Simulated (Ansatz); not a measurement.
Li5GeP3 — Ge-73 nuclear quadrupole resonance

Cell: a computed structure from the Materials Project (it need not be an observed phase), atoms as given.

```cif
data_Li5GeP3
_symmetry_space_group_name_H-M 'Cc'
_symmetry_Int_Tables_number 9
_cell_length_a 13.0291
_cell_length_b 5.9269
_cell_length_c 8.5475
_cell_angle_alpha 90.000
_cell_angle_beta 108.813
_cell_angle_gamma 90.000
loop_
_atom_site_label
_atom_site_type_symbol
_atom_site_symmetry_multiplicity
_atom_site_Wyckoff_symbol
_atom_site_fract_x
_atom_site_fract_y
_atom_site_fract_z
Li1 Li 4 a 0.3401 0.7599 0.4248
Li2 Li 4 a 0.3286 0.7490 0.9047
Li3 Li 4 a 0.5033 0.2506 0.7469
Li4 Li 4 a 0.5016 0.2573 0.2605
Li6 Li 4 a 0.6693 0.7597 0.0725
Ge Ge 4 a 0.6686 0.7103 0.6222
P13 P 4 a 0.5095 0.4798 0.0068
P14 P 4 a 0.3280 0.0221 0.6565
P16 P 4 a 0.6685 0.0145 0.3104
```

One atom of each set is listed; the run and its k-mesh use a cell of 18 atoms with edges of 7.16, 7.16, 8.55 Å.

All values are calculated (Ansatz; DFT, PBE, plane waves and PAW, scalar-relativistic, 420 eV cutoff, Γ-centred 5×5×4 k-points, Fermi–Dirac smearing 0.02 eV), not measured.

Ge-73: I = 9/2, Q = -196.0 mb (year-2017 value). Static lattice, zero field.

(1) The simulated lines lie at 3.48, 6.91, 10.4, 13.8 MHz. What are |C_Q|, η and |V_zz| at Ge?

Results:

(1) For I = 9/2 and η = 0 the lines are |C_Q|/24 times 1, 2, 3 and 4; η shifts the lowest up most. Here |C_Q| = 83.0 MHz, η = 0.03 and |V_zz| = 17.51 × 10²¹ V/m². The calculation gives V_zz positive; the lines don't show the sign. The site has 3 P at 2.29 Å; also 1 P at 3.22 Å.

At Ge V_zz stands upright on the plane through its three neighbours (within 2°).

The run took 85 s of wall time (85 s of CPU time) and 0.77 GiB at its peak, on 1 thread of Arm Neoverse V2 (aarch64; 8 cores open to the job, memory cap 2.5 GiB, no GPU), a shared host with a load of 0.4 a core.
